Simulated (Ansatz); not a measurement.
The relaxed structure here is a generated cell of TiO: the first start was made by a random draw of sites in a space group, and the end was not matched to a known phase here, so it may be hypothetical.

One starting cell of TiO (a randomly generated symmetric cell of TiO (space group No. 123)) was relaxed twice with Ansatz (plane waves, PAW, scalar-relativistic): with PBEsol at 420 eV and with PBE at 420 eV. The PBEsol result:

TiO is modelled in the tetragonal space group P4/mmm (No. 123), Pearson symbol tP6. Lattice parameters: a = b = 4.1031 Å, c = 4.0345 Å, α = β = γ = 90.00°. O1 on 2e is coordinated by 4 Ti at 2.017–2.052 Å (square planar). O2 on 1c sees 6 Ti at 2.017–2.052 Å (octahedral). Ti1 on 2f is surrounded by 4 O at 2.017–2.052 Å (square planar). Ti2 on 1d has 6 O at 2.017–2.052 Å (octahedral). (Neighbours: up to the widest gap in distance over summed covalent radii, below 1.35, at either atom; cation-cation and far metal-metal contacts left out.)

```tsv
quantity	PBEsol	PBE
space group	P4/mmm	P4/mmm
volume (Å³/atom)	11.32	(withheld)
a (Å)	4.103	(withheld)
c (Å)	4.035	(withheld)
gap (eV, no spin-orbit coupling)	0.00	(withheld)
```

Q: Fill in the PBE column.

A: 
- volume (Å³/atom), PBE: 11.74
- a (Å), PBE: 4.154
- c (Å), PBE: 4.083
- gap (eV, no spin-orbit coupling), PBE: 0.00

Both levels end in the same structure; PBE's volume is 3.7 % larger. Neither column is exact.

No spin polarisation in the result. No Hubbard U is applied.

The run could not lose the symmetry of its start: the end is stationary, and may be a saddle point rather than a minimum.

All atoms sit on sites fixed by symmetry, so only the cell could relax.

Ansatz is a first-principles code.
